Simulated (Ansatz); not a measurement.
MgB$_{2}$, DFT, LDA, all-electron LAPW, scalar-relativistic (Ansatz 0.2.0), run on 1 thread of Intel(R) Xeon(R) 6975P-C (Granite Rapids) on a shared host.

The geometry is COD entry 1000026, unchecked; take it as a test cell. The listed cell was then made from it by scaling, straining or moving an atom.

Command: `ansatz run input.yaml --threads 1 --pin off --max-ram 6144MiB --backend cpu --events-out ev --progress --plain --runs-dir out`

```yaml
crystal:
  lattice:
    - [3.0850007055, 0.0, 0.0]
    - [-1.5425003528, 2.6716889817, 0.0]
    - [0.0, 0.0, 3.62869]
  atoms:
    - { symbol: Mg, position: [0.0, 0.0, 0.0] }
    - { symbol: B, position: [0.3333333333, 0.6666666667, 0.5] }
    - { symbol: B, position: [0.6666666667, 0.3333333333, 0.5] }
kpoints:
  mp_grid: { grid: [12, 12, 9] }
  band_path:
    path:
      - [0.0, 0.0, 0.0]
      - [0.5, 0.0, 0.0]
      - [0.3333333333, 0.3333333333, 0.0]
      - [0.0, 0.0, 0.0]
      - [0.0, 0.0, 0.5]
      - [0.5, 0.0, 0.5]
      - [0.3333333333, 0.3333333333, 0.5]
      - [0.0, 0.0, 0.5]
      - [0.5, 0.0, 0.5]
    npoints: 5
scf:
  occupations: { method: fermi_dirac, width: 0.05 }
hamiltonian:
  xc: lda
  pseudopotentials: { kind: all_electron, lapw: { basis_error: 0.0005 } }
output:
  forces: true
  stress: true
  eigenvalues: true
```

Problem. How large is the problem that the program sets up?

Solution. 95 irreducible k-points, 401 plane waves at Γ, 14 bands.

Problem. About how long does it take, and how much memory does it use?

Solution. 8.7 s of wall time for 8 SCF iterations, with a peak of 0.39 GiB. Times on shared machines scatter by tens of per cent.
